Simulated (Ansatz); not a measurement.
# Magnetovolume behaviour of Ni (Im-3m)

The reference geometry is a structure from the Materials Project; nothing is relaxed.

Common settings: LDA, 17×17×17 k mesh, Fermi–Dirac smearing of 0.05 eV. PAW means Ansatz 0.2.0 on its default frozen-core files; LAPW is all-electron LAPW in Ansatz 0.2.0. Site moments are integrated in spheres about the atoms, whose radii differ between the methods.

The reference run was typed so:

```yaml
crystal:
  lattice:
    - [-1.38371547, 1.38371547, 1.38371547]
    - [1.38371547, -1.38371547, 1.38371547]
    - [1.38371547, 1.38371547, -1.38371547]
  atoms:
    - { symbol: Ni, position: [0.0, 0.0, 0.0], spin: 1.5 }
magnetization:
  spin_polarized: true
kpoints:
  mp_grid: { grid: [17, 17, 17] }
scf:
  occupations: { method: fermi_dirac, width: 0.05 }
  lower_state_search: "off"
hamiltonian:
  xc: lda
  pseudopotentials: { kind: paw }
output:
  forces: true
  stress: true
  eigenvalues: true
  populations: true
```

Command: `ansatz run input.yaml --threads 1 --pin off --max-ram 3072MiB --backend cpu --events-out ev --progress --plain --runs-dir out`

The input for «volume scaled by 0.76» by LAPW differs from it in these lines, output keys apart:

```diff
-    - [-1.38371547, 1.38371547, 1.38371547]
-    - [1.38371547, -1.38371547, 1.38371547]
-    - [1.38371547, 1.38371547, -1.38371547]
+    - [-1.2627517929, 1.2627517929, 1.2627517929]
+    - [1.2627517929, -1.2627517929, 1.2627517929]
+    - [1.2627517929, 1.2627517929, -1.2627517929]
-  pseudopotentials: { kind: paw }
+  pseudopotentials: { kind: all_electron, lapw: { basis_error: 0.001 } }
```

The cell shown is scaled evenly to other volumes, and every spin-polarised run starts from the same moments.

**Question.** Over V/V₀ from 0.7 to 1.2, do the moments collapse, and if so where?

**Answer.** The moments are gone at V/V₀ = 0.94 (2 GPa) and below, and present from 1.0 (-11 GPa) upwards, where the largest is 0.49 μB at first.
```json
{"V/V₀": "0.7", "Å³/atom": "7.42", "M PAW (μB/cell)": "0.00", "M LAPW (μB/cell)": "0.00", "largest site moment, PAW (μB)": "0.00", "P PAW (GPa)": "157.9", "P LAPW (GPa)": "158.3", "F − F(unpolarised), PAW (meV/atom)": "0"}
{"V/V₀": "0.76", "Å³/atom": "8.05", "M PAW (μB/cell)": "0.00", "M LAPW (μB/cell)": "0.00", "largest site moment, PAW (μB)": "0.00", "P PAW (GPa)": "94.8", "P LAPW (GPa)": "94.9", "F − F(unpolarised), PAW (meV/atom)": "0"}
{"V/V₀": "0.82", "Å³/atom": "8.69", "M PAW (μB/cell)": "0.00", "M LAPW (μB/cell)": "–", "largest site moment, PAW (μB)": "0.00", "P PAW (GPa)": "51.9", "P LAPW (GPa)": "–", "F − F(unpolarised), PAW (meV/atom)": "0"}
{"V/V₀": "0.88", "Å³/atom": "9.33", "M PAW (μB/cell)": "0.00", "M LAPW (μB/cell)": "0.00", "largest site moment, PAW (μB)": "0.00", "P PAW (GPa)": "22.4", "P LAPW (GPa)": "22.3", "F − F(unpolarised), PAW (meV/atom)": "0"}
{"V/V₀": "0.94", "Å³/atom": "9.96", "M PAW (μB/cell)": "0.00", "M LAPW (μB/cell)": "–", "largest site moment, PAW (μB)": "0.00", "P PAW (GPa)": "2.1", "P LAPW (GPa)": "–", "F − F(unpolarised), PAW (meV/atom)": "0"}
{"V/V₀": "1", "Å³/atom": "10.60", "M PAW (μB/cell)": "0.47", "M LAPW (μB/cell)": "0.47", "largest site moment, PAW (μB)": "0.49", "P PAW (GPa)": "-10.7", "P LAPW (GPa)": "-10.8", "F − F(unpolarised), PAW (meV/atom)": "-3"}
{"V/V₀": "1.06", "Å³/atom": "11.23", "M PAW (μB/cell)": "0.54", "M LAPW (μB/cell)": "–", "largest site moment, PAW (μB)": "0.56", "P PAW (GPa)": "-20.2", "P LAPW (GPa)": "–", "F − F(unpolarised), PAW (meV/atom)": "-9"}
{"V/V₀": "1.12", "Å³/atom": "11.87", "M PAW (μB/cell)": "0.58", "M LAPW (μB/cell)": "0.58", "largest site moment, PAW (μB)": "0.60", "P PAW (GPa)": "-26.8", "P LAPW (GPa)": "-26.8", "F − F(unpolarised), PAW (meV/atom)": "-15"}
{"V/V₀": "1.2", "Å³/atom": "12.72", "M PAW (μB/cell)": "0.62", "M LAPW (μB/cell)": "0.62", "largest site moment, PAW (μB)": "0.65", "P PAW (GPa)": "-32.3", "P LAPW (GPa)": "-32.3", "F − F(unpolarised), PAW (meV/atom)": "-22"}
```

The PAW files were made with PBE; the program remakes their cores once for the run's functional and then keeps them frozen.  The Ansatz runs typed with the search for lower states off end where their start leads. The magnetic state is the one that this cell and start allow. It needn't be the compound's measured order, which may need a larger cell or be absent.
